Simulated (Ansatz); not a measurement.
A relaxed cell of TePtSe3 is given with its symmetry left out. The cell was found from a structure generator's guess, not taken from experiment.

Level of theory: Ansatz, DFT PBE, scalar-relativistic, plane waves, PAW. Cutoff 420 eV, Γ-centred mesh, Gaussian smearing, no spin polarisation.

```xyz
5
Lattice="3.8151 0.0000 0.0000 0.0000 3.8151 0.0000 0.0000 0.0000 9.6101" Properties=species:S:1:pos:R:3 pbc="T T T"
Te    0.0000    0.0000    4.8050
Pt    0.0000    0.0000    0.0000
Se    1.9076    1.9076    4.8050
Se    1.9076    1.9076    8.4617
Se    1.9076    1.9076    1.1484
```

Formation energies are uncorrected and refer to the elements' standard structures at the same level.

Question: Find its symmetry and describe it.

Answer: P4/mmm (No. 123). Conventional cell: a = 3.815 Å, c = 9.610 Å. Te has 4 Se at 2.70 Å; around Pt lie 8 Se at 2.93 Å; Se on a site of symmetry 4/mmm has 4 Te at 2.70 Å; Se on a site of symmetry 4mm is surrounded by 1 Se at 2.30 Å and 4 Pt at 2.93 Å.

Question: How far does it lie from the elements in energy?

Answer: +0.43 eV/atom. The separate elements lie lower, so it is unstable against them.

Question: Is it a metal?

Answer: Yes, bands cross the Fermi level on the 10×10×4 mesh.

The last run used a 10×10×4 mesh (in the run's order of axes) for its 5-atom cell and Gaussian smearing of 0.10 eV. Weakly bound directions are ill-defined at this level, which has no dispersion term. Spin–orbit coupling, which can matter for Pt and Te, is left out. The reference forms of Se and Te are held partly by dispersion forces, which this level lacks. A structure relaxed within its symmetry needn't be a true minimum. Another cell of TePtSe3 relaxed alike, in P4mm, lies 228 meV/atom lower, so this cell isn't the stable form at this level.
